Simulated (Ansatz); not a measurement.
## Hf$_{3}$As: computed property card

Hf₃As:
```cif
data_As16Hf48
_chemical_formula_sum 'Hf48 As16'
_space_group_name_H-M_alt 'C2/c'
_space_group_IT_number 15
_space_group_name_Hall '-C 2yc'
_cell_length_a 15.41962
_cell_length_b 5.38851
_cell_length_c 15.35202
_cell_angle_alpha 90.000
_cell_angle_beta 90.327
_cell_angle_gamma 90.000
loop_
_atom_site_label
_atom_site_type_symbol
_atom_site_symmetry_multiplicity
_atom_site_Wyckoff_symbol
_atom_site_fract_x
_atom_site_fract_y
_atom_site_fract_z
_atom_site_occupancy
Hf1 Hf 8 f 0.08306 0.03946 0.19196 1
Hf2 Hf 8 f 0.05788 0.48164 0.33333 1
Hf3 Hf 8 f 0.23917 0.28956 0.40522 1
Hf4 Hf 8 f 0.15511 0.27635 0.01061 1
Hf5 Hf 8 f 0.04946 0.24723 0.51668 1
Hf6 Hf 8 f 0.26634 0.26510 0.19848 1
As1 As 8 f 0.37781 0.04402 0.33240 1
As2 As 8 f 0.08391 0.02106 0.87187 1
```
(The calculation used a cell of 32 atoms; values per cell refer to that cell.)

Space group C2/c (No. 15); conventional cell a = 15.4196 Å, b = 5.3885 Å, c = 15.3520 Å, α = γ = 90.00°, β = 90.33°.

Method: DFT-r²SCAN in the program Ansatz with PAW potentials. The cell and atoms are relaxed at this level. Other levels are named where they apply.

Cell and energy:

Volume per atom: 19.93 Å³
Density: 12.71 g/cm³

Electronic structure:

Electronic character: metallic (no gap)
Density of states at the Fermi level: 0.50 states/eV per atom (mean over ±0.08 eV)

The first step of the workflow began from a Materials Project structure, measured or hypothetical; the Crystallography Open Database files this formula in space group No. 15, but the cells were not matched. Its standing as an ambient phase is unchecked. The cell was relaxed with r²SCAN under the symmetry of its start; its stability against distortions is not shown here. No spin polarisation was allowed. Spin–orbit coupling is left out wherever it is not named.

Potentials: the later of the program's two PAW sets.
